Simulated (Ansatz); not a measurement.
SiMo:
```
CELL_PARAMETERS angstrom
      0.00000     2.50196     2.50196
      2.50196     0.00000     2.50196
      2.50196     2.50196     0.00000
ATOMIC_POSITIONS crystal
  Si 0.00000 0.00000 0.00000
  Mo 0.50000 0.50000 0.50000
```

Relaxed with PBE. Special points in fractions of this cell's reciprocal vectors: Γ (0.000, 0.000, 0.000); X (0.500, 0.000, 0.500); U (0.625, 0.250, 0.625); K (0.375, 0.375, 0.750); L (0.500, 0.500, 0.500); W (0.500, 0.250, 0.750).

Q: List the band energies nearest the Fermi level at these points for PBE (plane waves, PAW; program Ansatz).

A: In eV from the Fermi level; about four levels below and three above (degenerate sets whole), none deeper than 8.9 eV; points with the same levels are listed once.

| k | below | above |
|---|---|---|
| Γ | -1.94 -1.94 -1.94 -1.49 -1.49 | 2.75 2.75 2.75 |
| X | -8.71 -3.85 -3.78 -0.49 | 0.03 0.03 1.03 1.03 |
| U | -4.46 -3.96 -2.57 -0.42 | 0.60 1.77 2.58 |
| L | -7.46 -6.40 -3.71 -3.71 | 0.42 0.42 1.82 |
| W | -8.06 -3.99 -3.99 -3.50 | 1.04 1.11 1.11 |

Space group Fm-3m (rock salt). A made-up cell: these elements were put on the sites of a structure type; neither database checked (COD, Materials Project) lists it. Its standing as an ambient phase is unchecked. The PBE relaxation kept the symmetry of its start; its stability against distortions is not shown here. The run is not spin-polarised. Spin–orbit coupling is left out wherever it is not named.

Potentials: the later of the program's two PAW sets.
